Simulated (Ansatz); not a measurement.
W2C:
```xyz
6
Lattice="4.6813 0.0000 0.0000 0.0000 5.2366 0.0000 0.0000 0.0000 3.0076" Properties=species:S:1:pos:R:3 pbc="T T T"
W      1.2124     0.8299     1.5038
W      3.4689     4.4067     1.5038
W      3.5531     1.7884     0.0000
W      1.1282     3.4482     0.0000
C      0.0000     0.0000     0.0000
C      2.3407     2.6183     1.5038
```

Relaxed with PBEsol.

Which orbitals make up the states near the Fermi level in plane-wave PAW PBEsol (Ansatz code)?

Within 0.5 eV of the Fermi level: W 5d 88 %, C 2p 7 %. Projections are on Löwdin-orthogonalised atomic valence shells; empty p or d shells of many metals are not among them.

Tabulate the density of states.

States/eV per cell of 6 atoms, in 0.25 eV bins, energy from the Fermi level.

```tsv
E (eV)	total	W 5d	C 2p	W 6s
-7.85	3.57	1.42	1.44	0.54
-7.60	3.68	1.42	1.53	0.54
-7.35	2.50	0.97	1.06	0.34
-7.10	1.66	0.70	0.68	0.20
-6.85	1.75	0.77	0.72	0.17
-6.60	2.66	1.16	1.16	0.20
-6.35	3.29	1.43	1.51	0.20
-6.10	4.18	1.88	1.98	0.18
-5.85	4.89	2.28	2.33	0.12
-5.60	4.52	2.04	2.12	0.17
-5.35	4.14	2.01	1.84	0.13
-5.10	3.86	2.02	1.54	0.14
-4.85	2.91	1.68	0.96	0.15
-4.60	2.85	2.02	0.54	0.19
-4.35	3.10	2.37	0.44	0.21
-4.10	4.80	3.88	0.52	0.28
-3.85	5.63	4.61	0.47	0.32
-3.60	3.59	2.97	0.27	0.17
-3.35	3.61	3.02	0.25	0.23
-3.10	3.81	3.18	0.23	0.26
-2.85	4.39	3.68	0.26	0.28
-2.60	3.81	3.15	0.26	0.24
-2.35	4.48	3.72	0.27	0.28
-2.10	3.85	3.17	0.23	0.24
-1.85	1.99	1.56	0.14	0.13
-1.60	2.45	2.01	0.15	0.13
-1.35	2.49	2.12	0.14	0.11
-1.10	2.29	2.07	0.11	0.05
-0.85	2.37	2.14	0.12	0.04
-0.60	2.50	2.25	0.14	0.04
-0.35	2.47	2.23	0.14	0.03
-0.10	2.72	2.42	0.18	0.05
0.15	3.24	2.83	0.26	0.06
0.40	3.72	3.25	0.30	0.07
0.65	2.99	2.61	0.24	0.06
0.90	3.37	2.93	0.28	0.07
1.15	3.68	3.22	0.28	0.07
1.40	4.29	3.77	0.32	0.08
1.65	4.16	3.65	0.32	0.08
1.90	5.20	4.54	0.41	0.11
2.15	5.09	4.51	0.32	0.11
2.40	4.53	3.99	0.28	0.12
2.65	4.35	3.79	0.29	0.12
2.90	4.59	3.98	0.30	0.15
3.15	4.37	3.76	0.30	0.16
3.40	3.15	2.60	0.24	0.15
3.65	2.52	1.89	0.27	0.17
3.90	2.16	1.40	0.33	0.20
4.15	2.49	1.52	0.40	0.21
```

Space group Pnnm. The workflow started from a Materials Project entry (that database holds measured and hypothetical structures alike); the Crystallography Open Database copy checked does not list it. Whether it is the stable phase at ambient conditions was not checked. Symmetry was held in the PBEsol relaxation; of distortions, only those at the zone centre were tested. The run is not spin-polarised. Spin–orbit coupling is left out wherever it is not named.

Potentials: the later of the program's two PAW sets.
